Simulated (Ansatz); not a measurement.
TeW:
```yaml
crystal:
  lattice:
    - [9.18246, 0.00000, 0.00000]
    - [-4.59123, 7.95224, 0.00000]
    - [0.00000, 0.00000, 4.52484]
  atoms:
    - { symbol: W, position: [0.18845, 0.05384, 0.25000] }
    - { symbol: Te, position: [0.28547, 0.40111, 0.25000] }
    - { symbol: W, position: [0.94616, 0.13460, 0.25000] }
    - { symbol: Te, position: [0.59889, 0.88436, 0.25000] }
    - { symbol: W, position: [0.86540, 0.81155, 0.25000] }
    - { symbol: Te, position: [0.11564, 0.71453, 0.25000] }
    - { symbol: W, position: [0.81155, 0.94616, 0.75000] }
    - { symbol: Te, position: [0.71453, 0.59889, 0.75000] }
    - { symbol: W, position: [0.05384, 0.86540, 0.75000] }
    - { symbol: Te, position: [0.40111, 0.11564, 0.75000] }
    - { symbol: W, position: [0.13460, 0.18845, 0.75000] }
    - { symbol: Te, position: [0.88436, 0.28547, 0.75000] }
```

Relaxed with r²SCAN+D4.

### Question
Map the electron localisation function on the plane through (0.188, 0.054, 0.250) spanned by u = [1, 1, 0] and v = [1, -1, 0] in lattice vectors, from r²SCAN+D4 in the plane-wave PAW code Ansatz.

### Answer
x is the fraction of u, y of v (the angle between them is 90°; rows are the nearest grid lines); atoms in the plane: W at (0.00, 0.00), W at (0.50, 0.50), Te at (0.22, 0.87), Te at (0.72, 0.37), W at (0.42, 0.34), W at (0.92, 0.84), Te at (0.12, 0.29), Te at (0.62, 0.79), W at (0.22, 0.46), W at (0.72, 0.96).
```
|0399622222111000000011123699875346458930|
|7521258888899973000011137982269735643567|
|4323576544568997200011124788997545666654|
|3136642001015799510168888753345446899973|
|8325887655678995113875321234563138842698|
|2111234555542100027974100014688522344322|
|1110000000111110014887543456887421111221|
|0000015899988899851047999998641000000000|
|0001489874100025788500000000000000000000|
|0001368865311235787411111100000000000000|
|0000146887654457753222111110000000000000|
|0111112222112442258889842111000000000000|
|1112269854797465469888632456776641000001|
|0111247889975456666532357654456899720000|
|1234432122345653344444564320013689951001|
|8887655665432488426822676420013689831148|
|8641000135762269999822468888899985101698|
|9875434568874211112211000000011111001489|
|7999888899752111111110000024678887521137|
|0001222211000000000000026998754456788620|
|2100000000000000000000158986300001468862|
|2221111100000000000000014688765445775322|
|8863211110000000000000112345666655421368|
|0399622222111000000011123699875346458930|
```
Scale: ten equal steps from 0.002 (start of '0') to 0.744 (end of '9'), in the order '0123456789'; x runs from 0.000 to 1.00, y from 0.000 (bottom) to 1.00 (top).

The density is the valence pseudo-density with augmentation charge, so density and ELF within about 1 Å of a nucleus are not all-electron values.

Space group P6_3/m. The start of the workflow was typed in or built on a structure type; neither database checked (COD, Materials Project) lists it. Its standing as an ambient phase is unchecked. The r²SCAN+D4 relaxation kept the symmetry of its start; whether a distortion lowers the energy is not shown. The run is not spin-polarised. Scalar-relativistic: spin–orbit coupling is off unless named, which matters more the heavier the elements.

Potentials: the earlier of the program's two PAW sets.
